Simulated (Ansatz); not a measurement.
Crystals of one structure type (zinc blende) and one family of elements, relaxed and computed with r²SCAN in the plane-wave PAW code Ansatz.

```csv
crystal,K_Hill (GPa),G_Hill (GPa)
GaSb,53.4,34.8
InAs,57.8,28.7
GaP,87.8,57.9
BAs,141,?
BP,169,174
AlN,210,132
BN,391,404
```

Q: Fit a straight line to ln G against ln K and predict the withheld value.

A: Least squares on the 6 shown rows: ln G = 1.27 × ln K + (-1.628), with a scatter of 20.0 %. For BAs this gives 105. The run itself gave 137, a miss of 23.4 % of that.

All cells were relaxed under the symmetry of their starts (and spin orders); stability against distortions was not tested throughout. Scalar-relativistic: spin–orbit coupling is off unless named, which matters more the heavier the elements.

Potentials: the earlier of the program's two PAW sets. The files were generated under PBE; for other functionals the program regenerates the frozen cores, and for LDA and PBEsol the local potential too.
